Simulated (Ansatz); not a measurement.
BiTe (space group P-3m1)

```
CELL_PARAMETERS angstrom
      4.38757     0.00000     0.00000
     -2.19378     3.79974     0.00000
      0.00000     0.00000    23.61264
ATOMIC_POSITIONS crystal
  Bi 0.33333 0.66667 0.29183
  Bi 0.66667 0.33333 0.70817
  Bi 0.00000 0.00000 0.87558
  Bi 0.00000 0.00000 0.12442
  Bi 0.66667 0.33333 0.46486
  Bi 0.33333 0.66667 0.53514
  Te 0.33333 0.66667 0.05277
  Te 0.66667 0.33333 0.94723
  Te 0.00000 0.00000 0.63568
  Te 0.00000 0.00000 0.36432
  Te 0.66667 0.33333 0.20864
  Te 0.33333 0.66667 0.79136
```

The atoms are displaced by Q × the pattern below (from a DFPT mode at Γ, largest move 1; Q in Å), at fixed cell.

```json
[
 {"atom": "Bi1", "x": "0.000", "y": "0.000", "z": "0.559"},
 {"atom": "Bi2", "x": "0.000", "y": "0.000", "z": "0.559"},
 {"atom": "Bi3", "x": "0.000", "y": "0.000", "z": "0.519"},
 {"atom": "Bi4", "x": "0.000", "y": "0.000", "z": "0.519"},
 {"atom": "Bi5", "x": "0.000", "y": "0.000", "z": "0.062"},
 {"atom": "Bi6", "x": "0.000", "y": "0.000", "z": "0.062"},
 {"atom": "Te7", "x": "0.000", "y": "0.000", "z": "-0.837"},
 {"atom": "Te8", "x": "0.000", "y": "0.000", "z": "-0.837"},
 {"atom": "Te9", "x": "0.000", "y": "0.000", "z": "-1.000"},
 {"atom": "Te10", "x": "0.000", "y": "0.000", "z": "-1.000"},
 {"atom": "Te11", "x": "0.000", "y": "0.000", "z": "-0.031"},
 {"atom": "Te12", "x": "0.000", "y": "0.000", "z": "-0.031"}
]
```

Computed with LDA (plane waves to 420 eV, PAW, scalar-relativistic; Ansatz, a quantum-chemistry and plane-wave program). k mesh 7×7×2 (Γ-centred), Fermi-Dirac smearing 0.05 eV. Energies are smeared free energies. BiTe was relaxed with its symmetry unable to fall. Spin-orbit coupling is left out, though Bi and Te are heavy. The zero of ΔE is the undisplaced structure.

| Q (Å) | ΔE (meV/cell) |
|---|---|
| -0.180 | 634 |
| -0.120 | 285 |
| -0.060 | 72 |
| 0.000 | 0 |
| 0.060 | 72 |
| 0.120 | 285 |
| 0.180 | 634 |

**Question.** Which DFPT wavenumber at Γ belongs to this mode?
A. 62 cm⁻¹
B. 126 cm⁻¹
C. 88 cm⁻¹
D. 41 cm⁻¹

**Answer.** B, 126 cm⁻¹. The curvature of the scan gives 126 cm⁻¹

(A displaced cell: forces are minus the slopes of the energy, force constants its curvatures, and phonons follow from these.)
